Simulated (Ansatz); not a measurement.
# Rb₃Ge₂Mo₃ in Ansatz, single run

input.yaml:

```yaml
crystal:
  lattice:
    - [3.128649, 5.418977, 0.0]
    - [-3.128649, 5.418977, 0.0]
    - [-3.128649, 1.806323, 7.021615]
  atoms:
    - { symbol: Rb, position: [0.5, 0.0, 0.5] }
    - { symbol: Rb, position: [0.0813, 0.8374, 0.2439] }
    - { symbol: Rb, position: [0.9187, 0.1626, 0.7561] }
    - { symbol: Mo, position: [0.5, 0.5, 0.0] }
    - { symbol: Mo, position: [0.0, 0.5, 0.0] }
    - { symbol: Mo, position: [0.5, 0.0, 0.0] }
    - { symbol: Ge, position: [0.2471, 0.5058, 0.7413] }
    - { symbol: Ge, position: [0.7529, 0.4942, 0.2587] }
  symmetry: { tolerance: 0.0003 }
kpoints:
  mp_grid: { grid: [4, 4, 4], shift: [0, 0, 0] }
magnetization:
  spin_polarized: false
scf:
  occupations: { method: fermi_dirac, width: 0.018 }
hamiltonian:
  pseudopotentials: { kind: paw }
  xc: pbesol
basis:
  ecutwfc: 500
output:
  forces: true
  stress: true
  eigenvalues: true
```

Run with:

```bash
ansatz run input.yaml --threads 1 --pin off --max-ram 2560MiB --backend cpu --events-out ev --progress --plain --runs-dir out
```

Origin of the cell: a known structure type with other elements, at an estimated volume, so it need not be a known compound.

Output (shortened):

```
Warning: crystal.lattice misses the space group found at crystal.symmetry.tolerance 3.0e-4 in a digit that the deck types, which is why this is a warning: making the lattice exact moves one o […]
Pseudopotentials: kind: paw
Pseudopotential: Rb, paw, valence charge 9, recommended cutoff 420 eV (normal), Rb.paw.azcp
Pseudopotential: Mo, paw, valence charge 14, recommended cutoff 420 eV (normal), Mo.paw.azcp
Pseudopotential: Ge, paw, valence charge 14, recommended cutoff 420 eV (normal), Ge.paw.azcp
Functional definition: PBEsol
  exchange = pbesol_x
  correlation = pbesol_c
Crystal: 8 atoms, lattice volume = 238.090 Å³
Basis set: ecut = 500 eV, 6049 PW (Γ), exchange–correlation on 96×96×120 points (8 copies of the dense FFT grid, shifted against one another)
Bands: 59, of which v1, the nominal top of the filled ones, is band 49 counted from 1 (48 counted from 0)
Symmetry: 12 space group operations
Space group: R-3m (ITA 166), of the structure as read, at distance tolerance 1.9e-3 Å
k-points: 13 of 64
[… 9 lines left out …]
Initial density: superposition of atomic densities (neutral atoms: chi_scale 0, normalization atom), corrected by the library's trained network
Functional: x = pbesol(κ = 0.804, μ = 0.123457), c = pbesol(β = 0.046)
SCF iter   1: F=—  HF=-32842.632912 eV  Δρ=7.23e-3  dr2=1.63e-1
SCF iter   2: F=—  HF=-32842.617048 eV  Δρ=2.88e-3  dr2=1.37e-2  defer=31
SCF iter   3: F=—  HF=-32842.614935 eV  Δρ=1.43e-3  dr2=7.51e-3  defer=18
SCF iter   4: F=—  HF=-32842.613274 eV  Δρ=5.72e-4  dr2=1.78e-3  defer=18
SCF iter   5: F=—  HF=-32842.613090 eV  Δρ=1.58e-4  dr2=5.32e-5  defer=18
SCF iter   6: F=—  HF=-32842.612994 eV  Δρ=3.73e-5  dr2=3.94e-6  defer=30
SCF iter   7: F=—  HF=-32842.612996 eV  Δρ=1.37e-5  dr2=8.11e-7  defer=30
SCF iter   8: F=-32842.612996 eV  HF=-32842.612996 eV  Δρ=3.15e-6  dr2=3.84e-8
SCF 1 converged in 8 iterations: F = -32842.612996 eV  dr2 = 3.84e-8
SCF converged after 8 iterations
Free energy (F): -32842.612996 eV
Harris-Foulkes:  -32842.612996 eV  (|F-HF|=1.59e-8)
Internal energy: -32842.598808 eV  (E = F + TS)
E sigma→0 (E₀):  -32842.605902 eV
Entropy (-TS):   -0.014188 eV (-1.773 meV/atom)
Fermi energy:    7.702468 eV
--- Per-component energies (eV) ---
  E_band       = -1128.909718
  E_kinetic    = 2110.121347
  E_local      = -12297.323308  (includes V_loc(G=0)·N_el)
  E_nonlocal   = 1803.655772
  E_hartree    = 4818.616340
  E_xc         = -1074.085771
  E_vxc        = -1209.295069  (∫ρ·V_xc dr)
  E_paw        = -21096.061666  (= ΣΔE_a)
  E_vpaw       = -1173.307007  (= ΣTr[D̂ρ^β])
  E_aug_tail   = 0.000040  (compensation charges beyond the density's cutoff)
  E_ewald      = -7110.356344
  E_core_change = 2.834783  (= ΣΔE_core)
  E_smearing   = -0.014188  (= −TS)
  Σ components = -32842.612996   (vs F -32842.612996, Δ=0.00e0)
--- Forces (eV/Å), atoms counted from 1 ---
  atom   1  Rb     0.000000     0.000000     0.000000
  atom   2  Rb    -0.000000    -0.000000     0.675709
  atom   3  Rb     0.000000     0.000000    -0.675709
  atom   4  Mo     0.000000     0.000000     0.000000
  atom   5  Mo     0.000000     0.000000     0.000000
  atom   6  Mo    -0.000000     0.000000    -0.000000
  atom   7  Ge    -0.000000    -0.000000     0.369116
  atom   8  Ge     0.000000     0.000000    -0.369116
  max |Σ_I F_I| component: 1.11e-16 eV/Å
--- Stress (GPa, compression-positive) ---
       -7.885042      -0.000000      -0.000000
       -0.000000      -7.885042      -0.000002
       -0.000000      -0.000002       1.819867
  P = ⅓ Tr σ = -4.6501 GPa (-46.501 kbar)
```

Caveats: no moments, though an odd count or open d shells may carry them; the k mesh is coarse if the cell is a metal.

Time: 17 s on 1 thread of Arm Neoverse V1 (shared host), peak memory 0.6 GiB, from the program's own first density.
